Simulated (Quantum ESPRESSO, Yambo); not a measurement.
WO$_{3}$ at -2 % biaxial strain: DFT and GW levels

```
CELL_PARAMETERS angstrom
      3.71907     0.00000     0.00000
      0.00000     3.71907     0.00000
      0.00000     0.00000     3.80595
ATOMIC_POSITIONS crystal
  O  0.00000 0.00000 0.50000
  O  0.50000 0.00000 0.00000
  O  0.00000 0.50000 0.00000
  W  0.00000 0.00000 0.00000
```

The PBEsol cell relaxed from Materials Project entry mp-19390 was given a biaxial strain of -2 % along x and y, z relaxed, and the atoms were relaxed again.

Starting point: PBEsol (Quantum ESPRESSO, PseudoDojo norm-conserving, 84 Ry, no spin-orbit coupling). G0W0 in Yambo: 4×4×4 Γ-centred k mesh, bands 2 to 131 and a 10 Ry block in the screening, 131 bands in G with the Bruneval-Gonze terminator, plasmon pole fitted at 27.2 eV.

```yaml
PBEsol gap along the band path: 0.61 eV
PBEsol gap between the mesh's edge points (A → Γ): 0.61 eV
G0W0 gap between the same points: 1.52 eV
PBEsol smallest direct gap on the mesh (at Γ): 1.64 eV
G0W0 direct gap at that point: 2.65 eV
```

```tsv
k point	band	E PBEsol (eV)	E QP (eV)	shift (eV)	Z
Γ	VB	-1.03	-1.32	-0.28	0.76
Γ	CB	0.61	1.33	0.72	0.81
M	VB	-0.10	-0.30	-0.20	0.75
M	CB	4.52	5.40	0.89	0.73
A	VB	0.00	-0.19	-0.19	0.75
A	CB	5.83	6.80	0.97	0.76
```

Energies count from the PBEsol valence-band maximum.

Convergence of the G0W0 settings was not tested.

Spin-orbit coupling is left out, which matters for elements this heavy: edges can move by tenths of an eV.

The structure is a Materials Project entry; no match was found in the copy of COD used, and its stability was not checked.
